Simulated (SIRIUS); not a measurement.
A self-consistent single point of HfSi (Pnma, 8 atoms in the cell; from Materials Project mp-1042, changed as shown) with SIRIUS.

Level of theory: PBEsol, GBRV PBEsol ultrasoft pseudopotentials (plane waves; SIRIUS).

The change in words: volume scaled by 0.99. Reference geometry (Pnma):
```xyz
8
Lattice="6.9571 0.0000 0.0000 0.0000 3.8202 0.0000 0.0000 0.0000 5.2955" Properties=species:S:1:pos:R:3 pbc="T T T"
Hf     4.6970     0.9551     1.9826
Hf     2.2601     2.8652     3.3129
Hf     5.7386     2.8652     4.6304
Hf     1.2185     0.9551     0.6652
Si     3.7785     0.9551     4.5588
Si     3.1786     2.8652     0.7368
Si     6.6571     2.8652     1.9110
Si     0.3000     0.9551     3.3845
```

Reference input (self-consistent single point, DFT, PBEsol, plane waves, GBRV PBEsol ultrasoft pseudopotentials): parameters.ngridk = 4 4 4; parameters.xc_functionals = [XC_GGA_X_PBE_SOL, XC_GGA_C_PBE_SOL]; parameters.gk_cutoff = 6.325 1/bohr; parameters.pw_cutoff = 14.143 1/bohr; parameters.smearing = cold; parameters.smearing_width = 0.00999582 Ha; potentials = GBRV PBEsol ultrasoft pseudopotentials; parameters.electronic_structure_method = pseudopotential; parameters.num_bands = 38; parameters.num_mag_dims = 0; parameters.num_dft_iter = 100; parameters.energy_tol = 1e-07 Ha. This run's input differs from it in these lines:

```diff
@@ -32,5 +32,5 @@
     "lattice_vectors": [
-      [13.1470155114, 0.0, 0.0],
-      [0.0, 7.2191922125, 0.0],
-      [0.0, 0.0, 10.0071089436]
+      [13.103037805, 0.0, 0.0],
+      [0.0, 7.1950434024, 0.0],
+      [0.0, 0.0, 9.9736343351]
     ],
```

Log, with long lists cut:

```
[find] density tolerance         : 1e-06
[find] total energy tolerance    : 1e-07
[find] iter_solver_tol (initial) : 0.01
[find] iter_solver_tol (target)  : 1e-13
[find] num_dft_iter              : 100
Charges and magnetic moments
--------------------------------------------------------------------------------
total charge          : 64.000000
[find] | SCF iteration   0 out of 100|
[diagonalize] iterative solver tolerance (occupied, empty): 0.01 0.01
[diagonalize] average number of iterations: 2.88889
[find_efermi_generic] Newton iteration converged after 4 steps
[find] Charges and magnetic moments
[find] total charge          : 64.000000
[find] Energy
[find] smearing (-TS)                 :       0.00071379
[find] Total energy                   :    -336.56828037 (Ha),    -673.13656074 (Ry)
[find] Free energy (E-TS)             :    -336.56756658 (Ha),    -673.13513316 (Ry)
[find] band gap (eV)                  :       0.00000000
[find] Efermi                         :       0.54336362
[find] iteration : 0, RMS (target) : 2.2662e+00 (1.0000e-06) , energy difference (target) : -3.3657e+02 (1.0000e-07)
[find] bands are converged : true
[find] iterative solver converged : false
[find] | SCF iteration   1 out of 100|
[diagonalize] iterative solver tolerance (occupied, empty): 0.005 0.005
   [... lines left out ...]
[find] Charges and magnetic moments
[find] Free energy (E-TS)             :    -336.24629074 (Ha),    -672.49258147 (Ry)
[find] band gap (eV)                  :       0.00000000
[find] Efermi                         :       0.53421092
[find] Charges and magnetic moments
[find] Free energy (E-TS)             :    -336.43900173 (Ha),    -672.87800346 (Ry)
[find] band gap (eV)                  :       0.04069030
[find] Efermi                         :       0.50815148
[find] Charges and magnetic moments
[find] Free energy (E-TS)             :    -336.44798610 (Ha),    -672.89597221 (Ry)
   [... lines left out ...]
[ground_state] atom:    3, force:       0.0004984      0.0000000      0.0001025
[ground_state] atom:    4, force:       0.0009029     -0.0000000     -0.0021604
[ground_state] atom:    5, force:      -0.0009029      0.0000000      0.0021604
[ground_state] atom:    6, force:      -0.0009029     -0.0000000     -0.0021604
[ground_state] atom:    7, force:       0.0009029      0.0000000      0.0021604
```

The run converged in 21 iterations. SIRIUS prints the stress tensor with tension positive. Against the reference run the free energy falls by 7.3 meV/atom, the pressure goes from -7.86 to -6.53 GPa and the largest force goes from 0.126 to 0.120 eV/Å.

The structure comes from a collection of computed structures, made at another level of theory; the collection holds predicted forms beside known ones. Its lattice was then scaled. No clean gap shows at this smearing width and mesh (spacing up to 0.41 Å⁻¹); the mesh is coarse for partly filled bands, so the values carry mesh errors.

Cost on one core: roughly 120 core-seconds.
